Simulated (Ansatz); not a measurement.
# Find the missing element

Cell vectors (Å):

```
0.0000 3.0393 3.0393
3.0393 0.0000 3.0393
3.0393 3.0393 0.0000
```

```
atom       a       b       c
   K  0.0000  0.0000  0.0000
   X  0.5000  0.5000  0.5000
```

Theory: LDA, all-electron LAPW in Ansatz 0.2.0, scalar-relativistic. k mesh 6×6×6, fixed occupations.

Harmonic phonons of a crystal by Kohn-Sham DFT at the given cell, standard atomic masses, acoustic sum rule imposed; negative wavenumbers are unstable modes.

```tsv
point	q a (r.l.u.)	q b (r.l.u.)	q c (r.l.u.)	branch	phonon wavenumber (cm⁻¹)
Gamma	0	0	0	4	161
L	0.5	0	0	1	115.9
L	0.5	0	0	3	125
L	0.5	0	0	5	157.8
L	0.5	0	0	6	166.8
X	0.5	0.5	0	1	56.7
X	0.5	0.5	0	3	105.2
X	0.5	0.5	0	4	165.4
X	0.5	0.5	0	6	170.6
```

Q: All X atoms are one element. Which one was computed?

A: Cl; the crystal is KCl (Fm-3m).

Caveats: no LO-TO term at the zone centre.
